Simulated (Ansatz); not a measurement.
System: InSb (zinc blende type), 2 atoms in the cell.

Theory: PBE, plane waves, PAW datasets (generated hard set) (Ansatz 0.2.0 development build).

Cutoff 700 eV; k-mesh 8×8×8 Γ-centred; Fermi–Dirac smearing of 0.1 eV; no spin polarisation; no spin–orbit coupling.

```
In Sb
1.0
     0.00000    3.32000    3.32000
     3.32000    0.00000    3.32000
     3.32000    3.32000    0.00000
In Sb
1 1
Direct
  0.00000 0.00000 0.00000
  0.25000 0.25000 0.25000
```

Task: Is the cell under compression or tension, and by how much?

Result: The pressure is -0.06 GPa, close to zero.

The stress includes the program's correction for the finite plane-wave basis.

The k-mesh is modest, so these values aren't fully converged in k.
